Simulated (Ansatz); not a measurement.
The guess for CaB3 was made by a generator: 4-, 6-connected net, elements by coordination (P6/mmm, No. 191). Its size is a rough estimate.

Space group P6/mmm (No. 191). a = 7.559 Å, b = 7.559 Å, c = 3.445 Å, α = 90.00°, β = 90.00°, γ = 120.00°
```json
{"atom": "Ca", "site": "2c", "symmetry": "-6m2", "x": "0.3333", "y": "0.6667", "z": "0.0000"}
{"atom": "B", "site": "6m", "symmetry": "mm2", "x": "0.8100", "y": "0.1900", "z": "0.5000"}
```

Method: Ansatz, DFT PBE, scalar-relativistic, plane waves, PAW. Cutoff 420 eV, Gaussian smearing, Γ-centred meshes. Cell and atoms relax first on a coarse mesh and then on a finer one. In between, the cell is made exact in the group found at 0.06 Å. In metals the finer mesh still leaves noise of several meV/atom or more. The steps can't lower the symmetry of their start. No spin polarisation.

A guess keeps its type if space group and coordination stay and the shape of the cell changes little (axis ratios within about 15 %, angles within 6°); the volume may change.

Problem. Does it keep its structure type, or change into something else?

Solution. It doesn't keep its type. The symmetry stays P6/mmm (No. 191). The volume per atom shrinks by 40.8 %, from 21.3 to 12.6 Å³. The shortest distance goes from 2.49 Å (B–B) to 1.73 Å (B–B). The ratio c/a of the conventional cell changes by a factor of 2.17. Counting neighbours within 15 % of an atom's shortest distance, the start has B 4, Ca 6 and the end B 4, Ca 9. In detail, at the end Ca is surrounded by 6 B at 2.66 Å and 3 Ca at 2.83 Å; around B lie 2 B at 1.73 Å, 2 B at 1.91 Å, 2 B at 2.57 Å and 2 Ca at 2.66 Å.

```yaml
crystal:
  lattice:
    - [4.89931, 0.00000, 0.00000]
    - [-2.44966, 4.24293, 0.00000]
    - [0.00000, 0.00000, 4.85062]
  atoms:
    - { symbol: Ca, position: [0.33333, 0.66667, 0.00000] }
    - { symbol: Ca, position: [0.66667, 0.33333, 0.00000] }
    - { symbol: B, position: [0.79632, 0.20368, 0.50000] }
    - { symbol: B, position: [0.79632, 0.59263, 0.50000] }
    - { symbol: B, position: [0.40737, 0.20368, 0.50000] }
    - { symbol: B, position: [0.20368, 0.79632, 0.50000] }
    - { symbol: B, position: [0.20368, 0.40737, 0.50000] }
    - { symbol: B, position: [0.59263, 0.79632, 0.50000] }
```

Energies over the elements count from the elements' standard structures at the same level, with no fitted energy shifts.

Problem. At what energy does it end?

Solution. +0.55 eV/atom. The separate elements lie lower, so it is unstable against them.

The last run used a 12×12×8 mesh (in the run's order of axes) for its 8-atom cell and Gaussian smearing of 0.10 eV. Symmetry constrained the relaxation, so the result can be a saddle point.
